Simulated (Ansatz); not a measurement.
Theory: DFT PBE, scalar-relativistic, plane waves, PAW (Ansatz). Settings: cutoff 420 eV, Γ-centred meshes spaced at most about 0.3 Å⁻¹, and about 0.25 Å⁻¹ or finer for metals (2π included), Gaussian smearing. No spin polarisation in the final relaxations.

All energies are static (0 K, no zero-point motion).

Two forms of YHgTe2 were relaxed alike.

A.

```xyz
4
Lattice="5.6099 0.0000 0.0000 -2.8049 4.8583 0.0000 0.0000 0.0000 5.6271" Properties=species:S:1:pos:R:3 pbc="T T T"
Y     0.0000    0.0000    2.8135
Hg    0.0000    0.0000    0.0000
Te    0.0000    3.2389    0.0000
Te    2.8049    1.6194    0.0000
```

B.

```xyz
4
Lattice="4.5595 0.0000 0.0000 -2.2797 3.9486 0.0000 0.0000 0.0000 10.7777" Properties=species:S:1:pos:R:3 pbc="T T T"
Y     0.0000    0.0000    5.3888
Hg    0.0000    0.0000    0.0000
Te    0.0000    0.0000    2.6151
Te    0.0000    0.0000    8.1625
```

Question: Which form is favoured at zero pressure, and by what margin per atom?

Answer: B is lower, by 194 meV/atom. A has space group P6/mmm (No. 191), 38.3 Å³/atom and no gap on its mesh; B has space group P6/mmm (No. 191), 48.5 Å³/atom and no gap. Counting Te atoms around Hg and Y (those within 1.25 times the shortest such distance or 1.15 times the sum of covalent radii; the shortest distance is added where it is long for a bond), A has Y 12 from 4.3 Å, Hg 6 from 3.2 Å and B has Y 2, Hg 2. The lower one is the more open, so pressure narrows the difference. Even the lower one lies +0.20 eV/atom against the reference forms of the elements (uncorrected), so neither is stable at this level. In A, Y has 2 Hg at 2.81 Å; Hg is surrounded by 2 Y at 2.81 Å and 6 Te at 3.24 Å; around Te lie 3 Hg at 3.24 Å and 3 Te at 3.24 Å. In B, Y is surrounded by 2 Te at 2.77 Å; around Hg lie 2 Te at 2.62 Å; around Te lie 1 Hg at 2.62 Å and 1 Y at 2.77 Å. Both come from invented guesses. A third cell relaxed alike, in P-3m1, lies 1.01 eV/atom below the lower of the two.

Spin–orbit coupling, which can matter for Hg and Te, is left out. A magnetic state wasn't ruled out in cells without spin, among them P6/mmm at 38.3 Å³/atom, P6/mmm at 48.5 Å³/atom. Cells relaxed within their symmetry can be saddle points.
